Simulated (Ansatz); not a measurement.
Ba₂F:
```
CELL_PARAMETERS angstrom
      2.13421     1.23218     7.08205
     -2.13421     1.23218     7.08205
      0.00000    -2.46437     7.08205
ATOMIC_POSITIONS crystal
  Ba 0.74408 0.74408 0.74408
  Ba 0.25592 0.25592 0.25592
  F  0.00000 0.00000 0.00000
```

Relaxed with PBE. Special points in fractions of this cell's reciprocal vectors: Γ (0.000, 0.000, 0.000); T (0.500, 0.500, 0.500); H2 (0.813, 0.187, 0.500); H0 (0.500, -0.187, 0.187); L (0.500, 0.000, 0.000); S0 (0.343, -0.343, 0.000); S2 (0.657, 0.000, 0.343); F (0.500, 0.000, 0.500).

### Question
List the band energies nearest the Fermi level at these points for PBE in the plane-wave PAW code Ansatz.

### Answer
In eV from the Fermi level; about four levels below and three above (degenerate sets whole), none deeper than 8.9 eV; points with the same levels are listed once.

| k | below | above |
|---|---|---|
| Γ | -6.38 -6.38 -2.24 -0.42 | 1.59 1.68 1.68 |
| T | -6.38 -6.38 -1.30 -0.87 | 0.72 1.59 1.88 1.88 |
| H2 | -6.33 -6.32 -6.21 | 0.17 0.26 0.28 |
| L | -6.37 -6.31 -6.22 -0.26 | 0.00 0.52 0.95 |
| S0 | -6.33 -6.32 -6.21 | 0.19 0.27 0.36 |
| F | -6.22 -0.51 -0.43 -0.26 | 1.83 2.27 2.83 |

Space group R-3m. The start of the workflow was typed in or built on a structure type; neither database checked (COD, Materials Project) lists it. Whether it is the stable phase at ambient conditions was not checked. The PBE relaxation kept the symmetry of its start; its stability against distortions is not shown here. With an odd number of electrons in the cell and no spin polarisation, the count alone makes it a metal. Spin–orbit coupling is left out wherever it is not named.

Potentials: the earlier of the program's two PAW sets.
